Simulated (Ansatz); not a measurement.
The elements of this relaxed trial crystal are hidden behind letters.

```
lattice vectors (Å)
   5.5803    0.0000    0.0000
  -2.7902    4.8327    0.0000
   0.0000    0.0000    2.9743
fractional positions
X 0.3333 0.6667 0.0000
X 0.6667 0.3333 0.0000
Z 0.0000 0.0000 0.0000
Q 0.5000 0.0000 0.5000
Q 0.5000 0.5000 0.5000
Q 0.0000 0.5000 0.5000
```

All numbers below come from DFT PBE, scalar-relativistic, plane waves, PAW (Ansatz). The final run on the 6-atom cell used 420 eV, a Γ-centred 12×12×12 mesh, 0.10 eV smearing and no spin polarisation.

```
Space group                                 : P6/mmm (No. 191)
Conventional cell                           : a = 5.580 Å, c = 2.974 Å
Volume per atom                             : 13.37 Å³
Density                                     : 3.29 g/cm³
Formation energy                            : −0.37 eV/atom
Gap on the 12×12×12 mesh of the 6-atom cell : 0 eV (a metal)
```

Energies are uncorrected and count from the elements' standard states at the same level.

Question: X is a d-block element of period 4, Z is a p-block element of period 3 and Q is a p-block element of period 2. Which elements are they?

Answer: X = Sc, Z = Al, Q = N, so the formula is Sc2AlN3. Density times volume gives a mean mass of 3.29 × 13.37/1.6605 = 26.5 u per atom, and this set has 26.5 u. Sc has 6 N at 2.19 Å, 2 Sc at 2.97 Å, 3 Al at 3.22 Å and 3 Sc at 3.22 Å; Al is surrounded by 2 Al at 2.97 Å, 12 N at 3.16 Å and 6 Sc at 3.22 Å; N is surrounded by 4 Sc at 2.19 Å, 4 N at 2.79 Å, 2 N at 2.97 Å and 4 Al at 3.16 Å. Other sets within the hints have nearly the same mass, so mass alone doesn't settle it; this one was computed.

Symmetry constrained the relaxation, so the result can be a saddle point. Another cell of Sc2AlN3 relaxed alike, in P-3m1, lies 1.23 eV/atom lower, so this cell isn't the stable form at this level.
